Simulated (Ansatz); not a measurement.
Cs₂KCoF₆:
```cif
data_CoCs2F6K
_chemical_formula_sum 'K1 Cs2 Co1 F6'
_space_group_name_H-M_alt 'P 1'
_space_group_IT_number 1
_cell_length_a 6.27380
_cell_length_b 6.27380
_cell_length_c 6.27380
_cell_angle_alpha 60.000
_cell_angle_beta 60.000
_cell_angle_gamma 60.000
loop_
_space_group_symop_operation_xyz
  'x, y, z'
loop_
_atom_site_label
_atom_site_type_symbol
_atom_site_fract_x
_atom_site_fract_y
_atom_site_fract_z
_atom_site_occupancy
K1 K 0.50000 0.50000 0.50000 1
Cs1 Cs 0.25000 0.25000 0.25000 1
Cs2 Cs 0.75000 0.75000 0.75000 1
Co1 Co 0.00000 0.00000 0.00000 1
F1 F 0.20901 0.79099 0.20901 1
F2 F 0.79099 0.20901 0.79099 1
F3 F 0.20901 0.79099 0.79099 1
F4 F 0.79099 0.20901 0.20901 1
F5 F 0.20901 0.20901 0.79099 1
F6 F 0.79099 0.79099 0.20901 1
```

Relaxed with r²SCAN. Independent-particle spectrum: no excitons, no local fields, no scissors shift; 0.1 eV broadening; ε₁ of the summed bands alone.

**Question.** Tabulate the dielectric function from r²SCAN in the plane-wave PAW code Ansatz.

**Answer.** 

```tsv
E (eV)	ε₁ xx	ε₂ xx
0.0	2.43	0.00
0.5	2.43	0.00
1.0	2.44	0.00
1.5	2.46	0.00
2.0	2.49	0.00
2.5	2.54	0.00
3.0	2.59	0.00
3.5	2.68	0.00
4.0	2.81	0.00
4.5	3.05	0.00
5.0	3.79	0.09
5.5	2.14	2.20
6.0	2.70	0.00
6.5	4.90	0.09
7.0	-1.68	3.29
7.5	1.33	0.20
8.0	1.95	0.10
8.5	2.51	0.21
9.0	2.73	0.42
9.5	3.01	0.56
10.0	3.44	1.23
10.5	2.67	2.18
11.0	2.03	1.67
11.5	2.30	1.38
12.0	2.04	1.44
```

With all bands, ε∞ without local fields is 2.61.

Space group Fm-3m. The first step of the workflow began from a Materials Project structure, measured or hypothetical; the Crystallography Open Database copy checked does not list it. Its standing as an ambient phase is unchecked. Symmetry was held in the r²SCAN relaxation; whether a distortion lowers the energy is not shown. The run is not spin-polarised. No Hubbard U is applied. Scalar-relativistic: spin–orbit coupling is off unless named, which matters more the heavier the elements.

Potentials: the later of the program's two PAW sets.
